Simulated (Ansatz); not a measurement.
**Ta: random displacements**

Level of theory: DFT PBEsol, scalar-relativistic, plane waves, PAW in Ansatz. Cutoff 420 eV, Γ-centred 10×10×10 k-points, Gaussian smearing of 0.15 eV. Spin–orbit coupling is left out, which can shift energies with elements as heavy as these. No spin polarisation. Energies are free energies at this smearing, counted from the undisturbed cell; pressure is positive in compression.

The starting cell (as given, not relaxed at this level):

```
Ta
1.0
    -3.30256   -3.30256    3.30256
    -3.30256    3.30256   -3.30256
     3.30256   -3.30256   -3.30256
Ta
8
Direct
  0.50000 0.50000 0.50000
  0.00000 0.50000 0.50000
  0.50000 0.00000 0.50000
  0.00000 0.00000 0.50000
  0.50000 0.50000 0.00000
  0.00000 0.50000 0.00000
  0.50000 0.00000 0.00000
  0.00000 0.00000 0.00000
```

The atoms are displaced (Å, in the unstrained cell):

```tsv
atom	ux	uy	uz
Ta1	-0.032	0.033	-0.151
Ta2	-0.027	-0.103	0.020
Ta3	0.021	0.231	0.243
Ta4	0.039	-0.119	0.136
Ta5	-0.026	0.269	-0.114
Ta6	0.037	-0.201	0.068
Ta7	0.143	-0.082	0.027
Ta8	-0.155	-0.028	-0.229
```

Strain (Voigt, engineering shear): (0.0040, 0.0084, -0.0157, -0.0337, 0.0656, 0.0842).

(1) What are the energy change, the stress and the forces?

Answers

(1) ΔE = 470.8 meV/atom; stress (xx, yy, zz, yz, xz, xy; compression positive) (9.84, 7.74, 14.03, 1.73, -4.84, -9.89) GPa.
```tsv
atom	Fx (eV/Å)	Fy	Fz
Ta1	-1.16	-0.31	1.98
Ta2	1.32	0.83	-0.07
Ta3	0.67	-3.87	-4.46
Ta4	0.15	1.34	-1.57
Ta5	1.34	-4.68	2.38
Ta6	0.04	4.01	-1.88
Ta7	-4.88	3.69	0.29
Ta8	2.52	-1.01	3.35
```